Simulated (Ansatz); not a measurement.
La:
```yaml
crystal:
  lattice:
    - [-2.12250, 2.12250, 2.12250]
    - [2.12250, -2.12250, 2.12250]
    - [2.12250, 2.12250, -2.12250]
  atoms:
    - { symbol: La, position: [0.00000, 0.00000, 0.00000] }
```

Relaxed with r²SCAN. Special points in fractions of this cell's reciprocal vectors: Γ (0.000, 0.000, 0.000); H (0.500, -0.500, 0.500); N (0.000, 0.000, 0.500); P (0.250, 0.250, 0.250).

Question: List the band energies nearest the Fermi level at these points for DFT-r²SCAN in the program Ansatz with PAW potentials.

Answer: In eV from the Fermi level; about four levels below and three above (degenerate sets whole), none deeper than 8.9 eV; points with the same levels are listed once.

| k | below | above |
|---|---|---|
| Γ | -3.40 | 1.65 1.65 1.65 |
| H | -2.08 -2.08 | 1.88 2.02 2.02 2.02 |
| N | -1.90 -0.10 | 1.67 1.68 2.07 |
| P | – | 0.37 0.37 0.37 |

Space group Im-3m (bcc (W type)). A made-up cell: these elements were put on the sites of a structure type; the Crystallography Open Database copy checked does not list it. It is not the phase usual at ambient conditions (space group No. 194). The r²SCAN relaxation kept the symmetry of its start. At this level the phase is mechanically unstable. Scalar-relativistic: spin–orbit coupling is off unless named, which matters more the heavier the elements.

Potentials: the later of the program's two PAW sets.
